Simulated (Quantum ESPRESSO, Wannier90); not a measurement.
# Wannier functions of MgS (zinc blende)

Structure: Materials Project mp-13032, symmetrised, not relaxed again. Not found in the COD (Crystallography Open Database) copy used, which has the formula in other groups; not checked further. Computed values, not measurements, from PBEsol: Quantum ESPRESSO (norm-conserving PseudoDojo potentials, cutoff 68 Ry, no spin polarisation, no spin-orbit coupling) on a Γ-centred 10×10×10 mesh, then Wannier90. Density: 10×10×10 mesh, cold smearing 0.01 Ry.

```
begin unit_cell_cart
ang
    0.0000000000    2.8331200000    2.8331200000
    2.8331200000    0.0000000000    2.8331200000
    2.8331200000    2.8331200000    0.0000000000
end unit_cell_cart
mp_grid = 10 10 10
```

Neighbour vectors b of the finite-difference formula (Å⁻¹), by shell:

```tsv
shell	b_x	b_y	b_z
1	0.11089	0.11089	-0.11089
1	0.11089	-0.11089	0.11089
1	-0.11089	0.11089	0.11089
1	0.11089	0.11089	0.11089
1	-0.11089	-0.11089	0.11089
1	-0.11089	0.11089	-0.11089
1	0.11089	-0.11089	-0.11089
1	-0.11089	-0.11089	-0.11089
```

### Question
Find the weights w_b from the completeness condition Σ_b w_b b_α b_β = δ_αβ.

### Answer
Shell 1: Σ b_x² = 0.098, Σ b_y² = 0.098, Σ b_z² = 0.098 Å⁻²
Each of the three diagonal sums, weighted, has to give 1 and the off-diagonal ones 0, which holds for w_1 = 10.2 Å². Check on xx: 10.17×0.098 = 1.00.

On this mesh the 4 functions of bands 5-8 (valence bands; start: s functions at the bond centres, conv_tol = 1.0e-6) end with spreads 1.4092, 1.4092, 1.4092, 1.4092 Å², Ω_I = 4.8319 Å² and Ω_D = 0.0001 Å².

Ω_total is the sum of the spreads, 5.637 Å². Ω_OD = Ω_total − Ω_I − Ω_D = 0.805 Å². Only (Ω_D + Ω_OD)/Ω_total = 14.3 % depends on the gauge, and another start could lower the total by that share at most. The rms radius is √(Ω_total/4) = 1.19 Å.
